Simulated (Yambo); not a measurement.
Rb₂NaAlF₆ (space group Fm-3m, No. 225), G0W0@LDA in Yambo with this input:

```
rim_cut
gw0
dyson
el_el_corr
HF_and_locXC
ppa
em1d
RandQpts= 1000000
RandGvec= 1 Ry
EXXRLvcs= 88 Ry
VXCRLvcs= 352 Ry
Chimod= "HARTREE"
% BndsRnXp
 2 | 286 |
%
NGsBlkXp= 8 Ry
% LongDrXp
 1.0 | 1.0 | 1.0 |
%
PPAPntXp= 27.2114 eV
% GbndRnge
 1 | 286 |
%
GTermKind= "BG"
DysSolver= "n"
ExtendOut
```

On a 2×2×2 mesh, with wavefunctions cut at 88 Ry, the gap (Γ → Γ) is 10.821 eV and the valence edge shifts by -2.635 eV.

Q: What happens with this change: no terminator?

A: The gap falls by 0.115 eV, to 10.706 eV; the shift of the valence edge becomes -2.437 eV. Neither run is shown to be the converged limit.

Geometry of the Materials Project entry, not relaxed at this level; primitive cell a = b = c = 5.9745 Å, α = β = γ = 60.00°.

The structure is a Materials Project entry; no match was found in the copy of COD used, and its stability was not checked.

A shift is the quasiparticle energy of the state minus its LDA energy.
